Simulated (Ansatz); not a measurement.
LiNbO3:
```
LiNbO3
1.0
    2.59218     1.49660     4.56316
   -2.59218     1.49660     4.56316
    0.00000    -2.99319     4.56316
Li Nb O
2 2 6
Direct
  0.75000   0.75000   0.75000
  0.25000   0.25000   0.25000
  0.00000   0.00000   0.00000
  0.50000   0.50000   0.50000
  0.62840   0.87160   0.25000
  0.37160   0.12840   0.75000
  0.25000   0.62840   0.87160
  0.75000   0.37160   0.12840
  0.87160   0.25000   0.62840
  0.12840   0.75000   0.37160
```

Cartesian axes are those of the cell as given.

Task: Give the high-frequency dielectric tensor and the Born effective charge tensors of the independent atoms from DFPT, DFT-r²SCAN in the program Ansatz with PAW potentials.

Result: 
ε∞:
```
5.54  0.00  0.00
0.00  5.54  0.00
0.00  0.00  6.11
```
Z* of atom 1 (Li), rows: field, columns: displacement, in e:
```
1.14  0.00  0.00
0.00  1.14  0.00
0.00  0.00  1.10
```
Z* of atom 3 (Nb), rows: field, columns: displacement, in e:
```
 8.21  -1.97   0.00
 1.97   8.21   0.00
 0.00   0.00   9.04
```
Z* of atom 5 (O), rows: field, columns: displacement, in e:
```
-1.78   0.00   0.00
 0.00  -4.45  -2.30
 0.00  -2.40  -3.38
```

Static charges for comparison (Bader): Li1 +0.91, Nb3 +2.92, O5 -1.28 e. Born charges measure polarisation by displacement and can exceed these by far.

Space group R-3c. The first step of the workflow began from a Materials Project structure, measured or hypothetical; the Crystallography Open Database files this formula in space group No. 167, but the cells were not matched. It is not the phase usual at ambient conditions (space group No. 161). Symmetry was held in the r²SCAN relaxation. At this level the phase is dynamically unstable (imaginary phonons). The run is not spin-polarised. Scalar-relativistic: spin–orbit coupling is off unless named, which matters more the heavier the elements.

Potentials: the earlier of the program's two PAW sets. The files were generated under PBE; for other functionals the program regenerates the frozen cores, and for LDA and PBEsol the local potential too.
